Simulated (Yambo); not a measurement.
Mg2Si (space group Fm-3m, No. 225), G0W0@PBE in Yambo with this input:

```
rim_cut
gw0
dyson
el_el_corr
HF_and_locXC
ppa
em1d
RandQpts= 1000000
RandGvec= 1 Ry
EXXRLvcs= 84 Ry
VXCRLvcs= 336 Ry
Chimod= "HARTREE"
% BndsRnXp
 9 | 143 |
%
NGsBlkXp= 10 Ry
% LongDrXp
 1.0 | 1.0 | 1.0 |
%
PPAPntXp= 27.2114 eV
% GbndRnge
 1 | 143 |
%
GTermKind= "BG"
DysSolver= "n"
ExtendOut
```

On a 4×4×4 mesh, with wavefunctions cut at 84 Ry, the gap (Γ → X) is 0.682 eV and the valence edge shifts by -0.585 eV.

### Question
What happens with this change: 4 Ry block?

### Answer
The gap falls by 0.130 eV, to 0.552 eV; the shift of the valence edge becomes -0.415 eV. Neither run is shown to be the converged limit.

Geometry of the Materials Project entry, not relaxed at this level; primitive cell a = 4.4828 Å, b = 4.4828 Å, c = 4.4828 Å, α = 60.00°, β = 60.00°, γ = 60.00°.

A shift is the quasiparticle energy of the state minus its PBE energy.
